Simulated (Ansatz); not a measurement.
A geometry of SnO away from equilibrium: step 2 of the relaxation of a relaxed SnO cell, doubled along one cell vector, shaken by Gaussian noise of σ = 0.08 Å a coordinate. The numbers are results of r2SCAN (plane waves to 500 eV, PAW, scalar-relativistic; Ansatz, a first-principles code), not measurements. Γ-centred k-mesh 8×8×2 on the run's cell (coarser than for final values), Fermi–Dirac smearing 0.05 eV. The plane waves were selected for a different cell earlier on the path.

```xyz
8
Lattice="3.3387 0.0072 0.0208 -1.6631 2.9058 -0.0142 0.1166 -0.0242 18.0540" Properties=species:S:1:pos:R:3 pbc="T T T"
Sn     0.0703     2.0136     8.9668
Sn     0.0908     1.8426    17.8737
Sn     1.6100     1.0926     4.4939
Sn     1.8375     1.0252    13.3869
O      0.0152     2.0108     3.4714
O      0.1839     1.9973    12.4375
O      1.7534     1.0757     7.9825
O      1.8049     0.8572    16.9520
```

Task: Give the Cartesian forces on all atoms (eV/Å).

Result: 
```
atom     Fx     Fy     Fz
----  -----  -----  -----
Sn1    0.04   0.15   0.01
Sn2    0.23  -0.08   0.76
Sn3    0.38  -0.25  -0.11
Sn4    0.06   0.03   0.69
O5    -0.39   0.26   0.06
O6    -0.05  -0.02  -0.65
O7    -0.05  -0.15  -0.03
O8    -0.23   0.07  -0.73
```

The path ends in P1 (No. 1) at a tolerance of 0.01 Å, R3m (No. 160) at 0.1 Å. No spin polarisation in the result. Without a van der Waals term the distances between weakly bound units are poorly fixed.

The end of the path is a generated cell of SnO: the first start was made by placing the elements on the sites of a structure type, and the end was not matched to a known phase here, so it may be hypothetical. Known forms of SnO include space group No. 129.
